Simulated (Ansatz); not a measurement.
Method: DFT PBE, scalar-relativistic, plane waves, PAW (Ansatz). All cells share a 420 eV cutoff and Γ-centred k meshes spaced at most about 0.3 Å⁻¹ (about 0.25 or finer for metals, 2π included). No spin polarisation in the final relaxations.

All energies are static (0 K, no zero-point motion).

Compare these two cells of La3LuO2, each relaxed at this level.

A.

```
La Lu O
1.0
    -3.53900    3.53900    4.24918
     3.53900   -3.53900    4.24918
     3.53900    3.53900   -4.24918
La Lu O
3 1 2
Direct
  0.50000 0.00000 0.50000
  0.00000 0.50000 0.50000
  0.00000 0.00000 0.00000
  0.50000 0.50000 0.00000
  0.25745 0.25745 0.00000
  0.74255 0.74255 0.00000
```

B.

```
La Lu O
1.0
     4.41849    0.00000    0.00000
     0.00000    4.41849    0.00000
     0.00000    0.00000    9.21822
La Lu O
3 1 2
Cartesian
  2.2092 0.0000 8.5929
  0.0000 2.2092 8.5929
  0.0000 0.0000 3.2065
  2.2092 2.2092 5.3082
  2.2092 2.2092 3.3485
  0.0000 0.0000 7.8239
```

Question: Which would you expect to be lower, and how large is the difference?

Answer: B is lower, by 0.40 eV/atom. A has space group I4/mmm (No. 139), 35.5 Å³/atom and no gap on its mesh; B has space group P4mm (No. 99), 30.0 Å³/atom and no gap. Counting O atoms around La and Lu (those within 1.25 times the shortest such distance or 1.15 times the sum of covalent radii, 1.27 where that leaves under three; the shortest distance is added where it exceeds 1.18 times the sum of covalent radii; a slash parts the counts of unlike sites), A has La 2/8 from 4.1 Å, Lu 2 and B has La 2/4, Lu 1. The denser one is the lower, and pressure would at first widen the difference. Both come from invented guesses. A third cell relaxed alike, in P-3m1, lies 0.65 eV/atom below the lower of the two.

A magnetic state wasn't ruled out in cells without spin, among them I4/mmm. Cells relaxed within their symmetry can be saddle points.
